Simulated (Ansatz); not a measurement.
The elements of this relaxed trial crystal are hidden behind letters.

```
lattice vectors (Å)
   5.8629    0.0000    0.0000
  -2.9315    5.0774    0.0000
   0.0000    0.0000    4.1460
fractional positions
X 0.0000 0.0000 0.0000
Z 0.5000 0.0000 0.5000
Z 0.0000 0.5000 0.5000
Z 0.5000 0.5000 0.5000
Q 0.6667 0.3333 0.0000
Q 0.3333 0.6667 0.0000
```

Computed with DFT PBE, scalar-relativistic, plane waves, PAW in Ansatz. Cutoff 420 eV, Γ-centred 6×6×10 mesh (6-atom cell), Gaussian smearing of 0.10 eV, collinear spin.

- Space group: P6/mmm (No. 191)
- Conventional cell: a = 5.863 Å, c = 4.146 Å
- Volume per atom: 20.57 Å³
- Density: 10.32 g/cm³
- Energy over the elements: −0.43 eV/atom
- Gap on the 6×6×10 mesh of the 6-atom cell: 0 eV (a metal)
- Net moment per atom: 1.15 μB

Energies are uncorrected and count from the elements' standard states at the same level.

Q: X is a lanthanide, Z is a p-block element of period 4 and Q is a d-block element of period 6. Which elements are they?

A: X = Eu, Z = As, Q = Pt, so the formula is EuAs3Pt2. Density times volume gives a mean mass of 10.32 × 20.57/1.6605 = 127.8 u per atom, and this set has 127.8 u. Eu is surrounded by 6 Pt at 3.38 Å and 12 As at 3.59 Å; around As lie 4 Pt at 2.68 Å, 4 As at 2.93 Å and 4 Eu at 3.59 Å; Pt has 6 As at 2.68 Å, 3 Eu at 3.38 Å and 3 Pt at 3.38 Å. Other sets within the hints have nearly the same mass, so mass alone doesn't settle it; this one was computed.

These runs have no spin–orbit coupling, which can matter for Pt. The 4f shell of Eu is treated without a Hubbard U, which places its levels poorly. The magnetic state reached may not be the lowest. A structure relaxed within its symmetry needn't be a true minimum.
